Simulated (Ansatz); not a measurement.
# Spin-resolved density of states of CrRh3 (Pm-3m)

```
Cr Rh
1.0
     3.79055    0.00000    0.00000
     0.00000    3.79055    0.00000
     0.00000    0.00000    3.79055
Cr Rh
1 3
Direct
  0.00000 0.00000 0.00000
  0.00000 0.50000 0.50000
  0.50000 0.50000 0.00000
  0.50000 0.00000 0.50000
```

The source of the geometry is a structure from the Materials Project; atoms and cell stay fixed.

Functional, mesh and filling: LDA, 8×8×8 k mesh, Fermi–Dirac smearing of 0.05 eV. LAPW is all-electron LAPW in Ansatz 0.2.0. Site moments are integrated in spheres about the atoms. Start moments (μB): Cr1 1.6, Rh2 -0.2, Rh3 -0.2, Rh4 -0.2.

Density of states, smoothed by a Gaussian of 0.15 eV:

```csv
E − E_F (eV),majority (states/eV/cell),minority (states/eV/cell)
-7.00,0.14,0.13
-6.60,0.20,0.19
-6.20,0.31,0.31
-5.80,0.80,0.76
-5.40,2.15,1.95
-5.00,3.64,3.52
-4.60,3.50,3.73
-4.20,2.50,2.57
-3.80,2.26,2.22
-3.40,2.63,2.51
-3.00,2.79,2.85
-2.60,3.15,2.60
-2.20,4.02,3.46
-1.80,2.81,3.02
-1.40,3.27,3.30
-1.00,2.94,2.67
-0.60,2.43,2.38
-0.20,2.99,1.62
0.20,2.92,1.26
0.60,3.68,1.70
1.00,2.98,4.16
1.40,0.80,3.29
1.80,0.61,2.27
2.20,0.61,1.06
2.60,0.54,0.76
3.00,0.42,0.57
3.40,0.42,0.38
3.80,0.50,0.44
4.20,0.55,0.55
```

Q: What spin moment does the cell carry?

A: 1.20 μB. Site moments (μB): Cr1 1.68, Rh2 -0.17, Rh3 -0.17, Rh4 -0.17.

Löwdin populations of d and f shells (filled inner shells left out):

```csv
shell,up,down
Cr1 3d,3.39,1.66
Rh2 4d,3.99,4.16
Rh3 4d,3.99,4.16
Rh4 4d,3.99,4.16
```

The Ansatz runs typed with the search for lower states off end where their start leads. The magnetic state is the one that this cell and start allow. It needn't be the compound's measured order, which may need a larger cell or be absent.
